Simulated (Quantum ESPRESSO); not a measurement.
```cif
data_B2P2
_chemical_formula_sum 'B2 P2'
_space_group_name_H-M_alt 'P63mc'
_space_group_IT_number 186
_space_group_name_Hall 'P 6c -2c'
_cell_length_a 3.08451
_cell_length_b 3.08451
_cell_length_c 5.11592
_cell_angle_alpha 90.000
_cell_angle_beta 90.000
_cell_angle_gamma 120.000
loop_
_atom_site_label
_atom_site_type_symbol
_atom_site_symmetry_multiplicity
_atom_site_Wyckoff_symbol
_atom_site_fract_x
_atom_site_fract_y
_atom_site_fract_z
_atom_site_occupancy
B1 B 2 b 0.33333 0.66667 0.00066 1
P1 P 2 b 0.33333 0.66667 0.37434 1
```

The PBEsol cell relaxed from Materials Project entry mp-1008559 was given an isotropic strain of -3 % on all lattice vectors, and the atoms were relaxed again.

**Question.** What does norm-conserving PBEsol (Quantum ESPRESSO, 76 Ry, no spin-orbit coupling) give for the electronic structure near the Fermi level?

**Answer.** The PBEsol gap is indirect, 0.40 eV, from Γ to K; the smallest direct gap is 2.72 eV. 

This is not the ordinary phase of the substance; no match was found in the copy of COD used, and its stability was not checked.
